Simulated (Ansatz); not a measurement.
Suppose Ge₂F₃ takes space group Cmmm (No. 65), with Ge on 4e; F on 4j and 2d.

All numbers below come from DFT PBE, scalar-relativistic, plane waves, PAW in Ansatz 0.2.0. Cutoff 420 eV, Γ-centred mesh, Gaussian smearing, no spin polarisation.

The zero of energy is the elements' standard structures at the same level (F₂ as a molecule); no fitted shifts are applied.

Problem. Predict the relaxed structure.

Solution.

Space group Cmmm (No. 65). a = 5.384 Å, b = 8.206 Å, c = 3.494 Å, α = 90.00°, β = 90.00°, γ = 90.00°
| atom | site | symmetry | x | y | z |
| --- | --- | --- | --- | --- | --- |
| Ge | 4e | ..2/m | 0.2500 | 0.2500 | 0.0000 |
| F | 4j | m2m | 0.5000 | 0.8455 | 0.5000 |
| F | 2d | mmm | 0.0000 | 0.0000 | 0.5000 |

Ge has 4 F at 2.34 Å, 2 Ge at 2.69 Å and 4 F at 3.01 Å; around F on a site of symmetry m2m lie 4 Ge at 2.34 Å, 1 F at 2.54 Å and 5 F at 2.84–3.12 Å; F on a site of symmetry mmm is surrounded by 6 F at 2.84–2.98 Å, 8 Ge at 3.01 Å and 2 F at 3.49 Å (long against covalent radii, as for large ions). Another local minimum with the same sites may exist.

Problem. Where does its energy lie, and is it a metal?

Solution. The formation energy is −1.19 eV/atom and the gap on the 8×8×12 mesh of the 5-atom cell is 0 eV (a metal).

The last run used Gaussian smearing of 0.10 eV. An odd number of electrons in the primitive cell allows no gap without spin; a larger cell or a magnetic state could open one. Symmetry constrained the relaxation, so the result can be a saddle point. Another cell of Ge2F3 relaxed alike, in P4mm, lies 0.36 eV/atom lower, so this cell isn't the stable form at this level.
